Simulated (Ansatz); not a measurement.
## Structure relaxation, TaSi₂

The start is a generated cell, TaSi2 placed in the AFLOW prototype AB2_oI6_71_a_g (as in MoPt2). Cell shape, volume and atoms are optimised at zero target pressure with r2SCAN (plane waves to 500 eV, PAW, scalar-relativistic; Ansatz, a first-principles code). The first steps use a coarse 10×10×10 k-mesh.

Starting cell:
```
CELL_PARAMETERS angstrom
     -1.37411     1.95689     4.12232
      1.37411    -1.95689     4.12232
      1.37411     1.95689    -4.12232
ATOMIC_POSITIONS crystal
  Ta 0.00000 0.00000 0.00000
  Si 0.64667 0.64667 0.00000
  Si 0.35333 0.35333 0.00000
```

- Initial pressure = +4 GPa (positive: the cell is compressed)
- Largest initial force = about 1.5 eV/Å, on Si2, Si3 (atoms numbered as listed)
- Energy released = 0.34 eV/atom
- Volume change = -1.9 %, from 14.78 to 14.50 Å³/atom
- Shortest distances (start → end) = The closest pairs of elements (up to four, under 3.6 Å), start → end: Si–Si 2.42 → 2.67 Å; Si–Ta 2.68 → 2.69 Å; Ta–Ta 2.75 → 3.27 Å
- Band gap at the end = zero (metallic)
- Optimiser moves = 10

Final structure:

Space group I4/mmm (No. 139); a = b = 3.2670 Å, c = 8.1521 Å, α = β = γ = 90.00°

```csv
atom,site,symmetry,x,y,z
Ta,2a,4/mmm,0.0000,0.0000,0.0000
Si,4e,4mm,0.0000,0.0000,0.3317
```
(The calculation used a cell of 3 atoms; values per cell refer to that cell.)

Final values are on a 20×20×20 k-mesh of the relaxed cell. No spin polarisation in the result. The relaxed primitive cell holds an odd number of electrons. A magnetic state may lie lower.

The run could not lose the symmetry of its start; a randomly shaken copy of 6 atoms returns to this structure.

The relaxed structure here is a generated cell of TaSi2: the first start was made by placing the elements on the sites of a structure type, and the end was not matched to a known phase here, so it may be hypothetical. Known forms of TaSi2 include space group No. 181.
